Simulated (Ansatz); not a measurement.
Cu Kα1 powder pattern (kinematic, no thermal factors).
```csv
2θ (°),relative intensity
20.19,4
29.07,7
37.40,100
37.50,98
38.90,8
41.03,28
42.11,1
42.42,8
43.12,2
44.71,62
46.39,4
47.12,2
49.52,2
52.40,2
52.48,2
53.56,1
56.93,8
57.64,1
62.29,32
64.47,2
64.95,11
65.22,10
66.98,2
67.50,3
69.39,3
69.45,2
72.36,6
72.42,6
72.70,1
73.33,4
76.20,4
77.48,22
77.67,20
78.06,3
79.10,2
79.76,8
80.01,7
80.70,2
80.92,1
83.50,1
87.49,2
89.94,1
```

The pattern is computed from a structure relaxed with Ansatz 0.2.0, DFT PBE, scalar-relativistic, plane waves, PAW. No spin polarisation. Its elements are Al, H.

Question: Give the structure.

Answer: Al3H.
Space group Pmmn:1 (No. 59). a = 2.869 Å, b = 8.576 Å, c = 4.396 Å, α = 90.00°, β = 90.00°, γ = 90.00°
```csv
atom,site,symmetry,x,y,z
Al,4e,m..,0.5000,0.3223,0.2590
Al,2b,mm2,0.0000,0.5000,0.8355
H,2a,mm2,0.0000,0.0000,0.4598
```

A pattern alone doesn't exclude other cells with like lines; this is the one computed.

The structure comes from a generated guess; another structure or a mixture of phases may lie lower.
